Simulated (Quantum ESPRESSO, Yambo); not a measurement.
K$_{2}$S (anti-fluorite, space group Fm-3m, No. 225): one geometry, one set of norm-conserving PBEsol (Quantum ESPRESSO, 74 Ry, scalar-relativistic) orbitals, self-energies from Yambo (4×4×4 Γ-centred k mesh, 180 bands and a 8 Ry block in the screening, 180 bands in G with the Bruneval-Gonze terminator, plasmon pole fitted at 27.2 eV).

| level | gap X → Γ (eV) | direct gap at Γ (eV) |
|---|---|---|
| PBEsol (Quantum ESPRESSO) | 2.35 | 2.58 |
| exchange only (Hartree-Fock self-energy on PBEsol orbitals) | 9.14 | 9.29 |
| static COHSEX@PBEsol | (withheld) | (withheld) |
| G0W0@PBEsol, plasmon pole | (withheld) | (withheld) |

**Question.** Complete the blanks.

**Answer.** 
- static COHSEX@PBEsol, gap X → Γ (eV): 5.63
- static COHSEX@PBEsol, direct gap at Γ (eV): 5.78
- G0W0@PBEsol, plasmon pole, gap X → Γ (eV): 4.22
- G0W0@PBEsol, plasmon pole, direct gap at Γ (eV): 4.40

Bare exchange has no screening and gives the widest gap; static COHSEX screens it but leaves out the frequency dependence, which G0W0 restores.

Nearest settings tried, and what they do to the gap: 2 Ry block (51 vectors against 283): -447 meV. Not varied: bands in G, bands in W, mesh. So the settings aren't converged at that level.

Geometry relaxed with PBEsol; primitive cell a = b = c = 5.186 Å, α = β = γ = 60.00°.
